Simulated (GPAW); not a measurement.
# HPbNO4: changing the dispersion correction

```yaml
crystal:
  lattice:
    - [4.27531, -0.00040, 0.00636]
    - [-2.08399, 5.20775, -0.04907]
    - [-2.12377, -1.86574, 4.91491]
  atoms:
    - { symbol: H, position: [0.99073, 0.03330, 0.90994] }
    - { symbol: Pb, position: [0.50274, 0.81989, 0.14287] }
    - { symbol: N, position: [0.00838, 0.47408, 0.50265] }
    - { symbol: O, position: [0.99816, 0.92741, 0.02877] }
    - { symbol: O, position: [0.19467, 0.73435, 0.60852] }
    - { symbol: O, position: [0.81673, 0.35882, 0.24556] }
    - { symbol: O, position: [0.01381, 0.33121, 0.65217] }
```

The cell comes from a database or a generator and needn't be the stable form of this composition.

Kept alike: task single point; functional PBE; k mesh 4 × 3 × 3; occupations fermi-dirac, width 0.05 eV; no spin polarisation. Program: GPAW, GPAW PAW data sets (gpaw-data 1.2.1), cutoff 800 eV. The mesh is that of the run's cell of 7 atoms. No spin-orbit coupling.

```csv
dispersion correction,pressure (GPa)
D3(zero),-0.82
D3(BJ),-1.08
D4,-1.43
none,-0.29
```

The k mesh is coarse, so the values aren't converged. Pressure is positive in compression; the values hold the error of the finite cutoff, so their zero can differ a little from the energy's minimum.

The pressure runs from -1.43 (D4) to -0.29 GPa (none). Dispersion terms mostly attract, so at fixed cell they lower the pressure.
